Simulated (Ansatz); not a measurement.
### Question
BeS (NiAs type, space group No. 194) is relaxed with PBE (plane waves, PAW; program Ansatz). What lattice parameters of the conventional cell result?

### Answer
a = 3.300 Å, c = 5.247 Å.

### Question
Is it a metal or does it have a gap at this level?

### Answer
A gap of 1.44 eV, indirect.

Space group P6_3/mmc (NiAs type). The start of the workflow was typed in or built on a structure type; neither database checked (COD, Materials Project) lists it. COD files the formula under space group No. 216, so this cell is another polymorph or a model. Its standing as an ambient phase is unchecked. The PBE relaxation kept the symmetry of its start; whether a distortion lowers the energy is not shown.

Potentials: the earlier of the program's two PAW sets.
